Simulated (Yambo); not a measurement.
Input:

```
CELL_PARAMETERS angstrom
      3.53436     0.00000     0.00000
      0.00000     4.84469     0.00000
     -0.00816     0.00000     5.62795
ATOMIC_POSITIONS crystal
  H  0.74970 0.68417 0.27240
  H  0.25030 0.18417 0.72760
  O  0.24816 0.02155 0.61969
  O  0.75184 0.52155 0.38031
  F  0.24887 0.47975 0.89420
  F  0.75113 0.97975 0.10580
  Cd 0.74776 0.75453 0.73337
  Cd 0.25224 0.25453 0.26663
```

Workflow: PBEsol (Quantum ESPRESSO, PseudoDojo norm-conserving, 102 Ry, scalar-relativistic), then G0W0 in Yambo (4×2×2 Γ-centred k mesh, bands 9 to 155 and a 7 Ry block in the screening, 155 bands in G with the Bruneval-Gonze terminator, plasmon pole fitted at 27.2 eV).

**Question.** Give the PBEsol and G0W0 gaps between the band edges found on this mesh, and say where the edges lie.

**Answer.** Edges: (0, 0, -0.5) → Γ. PBEsol: 1.74 eV; G0W0: 3.67 eV. Nearest settings tried, and what they do to the gap: 106 bands in W, 106 bands in G: +107 meV; 3 Ry block (59 vectors against 211): +26 meV. Not varied: mesh. So the settings aren't converged at that level. Spin-orbit splittings are left out.

Geometry of the Materials Project entry, not relaxed at this level.

The structure is a Materials Project entry; no match was found in the copy of COD used, and its stability was not checked.
